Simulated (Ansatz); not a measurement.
Input and command of a plane-wave DFT calculation in Ansatz:

```yaml
crystal:
  lattice:
    - [3.0593617347, 0.0, 0.0]
    - [-1.5296808673, 2.6494849816, 0.0]
    - [0.0, 0.0, 16.1824622055]
  atoms:
    - { symbol: W, position: [0.0, 0.0, 0.0758675263] }
    - { symbol: W, position: [0.0, 0.0, 0.9241324737] }
    - { symbol: W, position: [0.3333333333, 0.6666666667, 0.2622945114] }
    - { symbol: W, position: [0.6666666667, 0.3333333333, 0.7377054886] }
    - { symbol: W, position: [0.3333333333, 0.6666666667, 0.4174160771] }
    - { symbol: W, position: [0.6666666667, 0.3333333333, 0.5825839229] }
    - { symbol: "N", position: [0.0, 0.0, 0.5] }
    - { symbol: "N", position: [0.3333333333, 0.6666666667, 0.1503914903] }
    - { symbol: "N", position: [0.6666666667, 0.3333333333, 0.8496085097] }
basis:
  ecutwfc: 420
kpoints:
  mp_grid: { grid: [18, 18, 4] }
hamiltonian:
  xc: pbe
scf:
  occupations: { method: gaussian, width: 0.15 }
output:
  forces: true
  stress: true
  eigenvalues: true
```

```bash
ansatz run input.yaml --threads 2 --pin off --max-ram 5120MiB --backend cpu --events-out ev --progress --plain --runs-dir out
```

Processor: Oxide Virtual Turin-like Processor (Zen 5), 2 threads, on a host shared with other jobs.

How long does it run, and how much memory does it take?

About 20 s on 2 threads of Oxide Virtual Turin-like Processor (Zen 5), on a shared host, peak memory 0.98 GiB. It solves 60 bands at 138 k points (the mesh reduced by symmetry) with about 2527 plane waves, in 8 SCF iterations.
